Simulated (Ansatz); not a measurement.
Sc (fcc (Cu type), Fm-3m) at seven volumes, the program Ansatz at the PBEsol level (PAW), scaled uniformly. One row is withheld.

| V (Å³/atom) | P (GPa) |
|---|---|
| 21.461 | 5.90 |
| 22.169 | ? |
| 22.876 | 1.72 |
| 23.584 | 0.00 |
| 24.291 | -1.52 |
| 24.999 | -2.85 |
| 25.706 | -4.04 |

Q: Fit the shown pressures and predict the withheld one.

A: P = (3/2)B₀(x^(7/2) − x^(5/2))[1 + (3/4)(B′ − 4)(x − 1)] with x = (V₀/V)^(2/3). Least squares on the six rows gives V₀ = 23.584 Å³/atom, B₀ = 53.9 GPa, B′ = 3.21. At V = 22.169, x = 1.0421 and P = 3.68 GPa. The run itself gave 3.67 GPa.

The workflow started from an entry of the Crystallography Open Database (COD), which files this formula under 2 space groups. It is not the phase usual at ambient conditions (space group No. 194). Symmetry was held in the PBEsol relaxation; its stability against distortions is not shown here. No spin polarisation was allowed.

Potentials: the later of the program's two PAW sets.
